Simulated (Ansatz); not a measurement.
# One input, then a changed one: PbF$_{2}$ (Fluorocronite)

First run: DFT, PBE, all-electron LAPW, scalar-relativistic (Ansatz 0.2.0).

Command: `ansatz run input.yaml --threads 1 --pin off --max-ram 3072MiB --backend cpu --events-out ev --progress --plain --runs-dir out` It took 45 s on 1 thread of Arm Neoverse N1, on a shared host, peak memory 0.35 GiB.

```yaml
crystal:
  lattice:
    - [0.0, 2.9999686944, 2.9999686944]
    - [2.9999686944, 0.0, 2.9999686944]
    - [2.9999686944, 2.9999686944, 0.0]
  atoms:
    - { symbol: Pb, position: [0.0, 0.0, 0.0] }
    - { symbol: F, position: [0.25, 0.25, 0.25] }
    - { symbol: F, position: [0.75, 0.75, 0.75] }
kpoints:
  mp_grid: { grid: [8, 8, 8] }
  band_path:
    path:
      - [0.0, 0.0, 0.0]
      - [0.5, 0.0, 0.5]
      - [0.625, 0.25, 0.625]
      - [0.375, 0.375, 0.75]
      - [0.0, 0.0, 0.0]
      - [0.5, 0.5, 0.5]
      - [0.5, 0.25, 0.75]
      - [0.5, 0.0, 0.5]
    npoints: 14
scf:
  occupations: { method: fermi_dirac, width: 0.02 }
hamiltonian:
  xc: pbe
  pseudopotentials: { kind: all_electron, lapw: { basis_error: 0.0005 } }
output:
  forces: true
  stress: true
  eigenvalues: true
  populations: true
```

The cell comes from a relaxation on PAW files under the same functional, begun from a database entry that needn't be the ground state.

It converges in 8 SCF iterations at a pressure of 0.04 GPa.

The input is then changed:

```diff
   occupations: { method: fermi_dirac, width: 0.02 }
+  convergence: { dr2_threshold: 1.0e-20 }
+  max_iter: 75
 hamiltonian:
```

Does this change harm the result?

Not here: the run converges in 15 SCF iterations at a pressure of 0.04 GPa, free energy 0.0 meV/atom against the first run's, and its energy lies within 1 meV/atom of the first run's.
